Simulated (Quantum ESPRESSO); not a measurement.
Field gradients of La₂O₃ from a PBE PAW density (pw.x of a modified build of Quantum ESPRESSO, JTH datasets) with the all-electron reconstruction of Petrilli and co-workers. The input of pw.x:

```
&CONTROL
  calculation = 'scf'
  prefix = 'x'
  pseudo_dir = './pseudo'
  outdir = './out'
  tprnfor = .true.
/
&SYSTEM
  ibrav = 0
  nat = 5
  ntyp = 2
  ecutwfc = 60
  ecutrho = 240
  occupations = 'fixed'
  nbnd = 24
/
&ELECTRONS
  conv_thr = 1e-11
/
ATOMIC_SPECIES
La 138.905 La.GGA_PBE-JTH.UPF
O 15.999 O.GGA_PBE-JTH.UPF
CELL_PARAMETERS angstrom
    3.930779854210     0.000000000000     0.000000000000
   -1.965389927105     3.404155210430     0.000000000000
    0.000000000000     0.000000000000     6.111950000000
ATOMIC_POSITIONS crystal
La     0.666667000000     0.333333000000     0.753760000000
La     0.333333666667     0.666666333333     0.246240000000
O      0.666667000000     0.333333000000     0.354110000000
O      0.333333666667     0.666666333333     0.645890000000
O      0.000000333333    -0.000000333333    -0.000000000000
K_POINTS automatic
7 7 4 0 0 0
```
Geometry: a computed entry of the Materials Project; it was not checked against measured cells. It is La2O3 in P-3m1. Stability against distortions was not tested. The run has no spin polarisation.

Vzz is the sum of three terms, each taken along its main axis: the smooth valence density, the ions (nucleus and frozen core) with the augmentation charges of all other spheres, and the all-electron minus smooth density in the atom's own sphere. The split hangs on the datasets.  Cores are frozen. Against all-electron runs on small test molecules, this scheme's |Vzz| missed by −2 to +6 % on O. La had no test against all-electron runs. Spin–orbit coupling is left out, a limit on La.

```json
[
 {"site": "La (atoms 1, 2)", "smooth valence density": "0.016", "ions and other spheres": "-0.015", "own sphere": "?", "Vzz (a.u.)": "?"},
 {"site": "O1 (atoms 3, 4)", "smooth valence density": "0.050", "ions and other spheres": "-0.034", "own sphere": "?", "Vzz (a.u.)": "?"},
 {"site": "O2 (atom 5)", "smooth valence density": "-0.009", "ions and other spheres": "-0.012", "own sphere": "?", "Vzz (a.u.)": "?"}
]
```

Complete the blanks.


- La (atoms 1, 2), own sphere: 1.267
- La (atoms 1, 2), Vzz (a.u.): 1.268
- O1 (atoms 3, 4), own sphere: 0.070
- O1 (atoms 3, 4), Vzz (a.u.): 0.086
- O2 (atom 5), own sphere: -0.071
- O2 (atom 5), Vzz (a.u.): -0.092
